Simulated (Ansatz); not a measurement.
Ta₂O₅:
```cif
data_O5Ta2
_chemical_formula_sum 'Ta2 O5'
_space_group_name_H-M_alt 'P 1'
_space_group_IT_number 1
_cell_length_a 3.83932
_cell_length_b 3.85882
_cell_length_c 6.77803
_cell_angle_alpha 90.000
_cell_angle_beta 106.430
_cell_angle_gamma 90.000
loop_
_space_group_symop_operation_xyz
  'x, y, z'
loop_
_atom_site_label
_atom_site_type_symbol
_atom_site_fract_x
_atom_site_fract_y
_atom_site_fract_z
_atom_site_occupancy
Ta1 Ta 0.64616 0.00000 0.79225 1
Ta2 Ta 0.35384 0.00000 0.20775 1
O1 O 0.64990 0.50000 0.79913 1
O2 O 0.35010 0.50000 0.20087 1
O3 O 0.18523 0.00000 0.87028 1
O4 O 0.81477 0.00000 0.12972 1
O5 O 0.50000 0.00000 0.50000 1
```

Relaxed with PBEsol.

Task: Give the optical modes at the zone centre with their infrared activity from DFPT, the program Ansatz at the PBEsol level (PAW).

Result: Transverse frequencies, without the LO–TO term; a row sums one degenerate level.

```tsv
ω (cm⁻¹)	degeneracy	IR ((D/Å)²/amu)	activity
16i	1	0.00	IR-inactive
65	1	16.26	IR
95	1	116.50	IR
100	1	0.00	IR-inactive
156	1	0.00	IR-inactive
162	1	25.48	IR
203	1	14.95	IR
212	1	0.00	IR-inactive
246	1	0.00	IR-inactive
268	1	0.00	IR-inactive
310	1	0.73	IR
362	1	31.50	IR
484	1	0.00	IR-inactive
506	1	0.00	IR-inactive
523	1	64.36	IR
545	1	97.18	IR
667	1	0.00	IR-inactive
850	1	40.68	IR
```

Task: How high does the top mode go among those that the LO–TO term moves?

Result: 816 cm⁻¹ for q along x, 936 cm⁻¹ for q along y, 996 cm⁻¹ for q along z.

Space group Cmmm. The first step of the workflow began from a Materials Project structure, measured or hypothetical; the Crystallography Open Database copy checked does not list it. COD files the formula under space group No. 49, so this cell is another polymorph or a model. Whether it is the stable phase at ambient conditions was not checked. Symmetry was held in the PBEsol relaxation; phonons on a q-mesh show weakly imaginary modes. No spin polarisation was allowed. Spin–orbit coupling is left out wherever it is not named.

Potentials: the earlier of the program's two PAW sets.
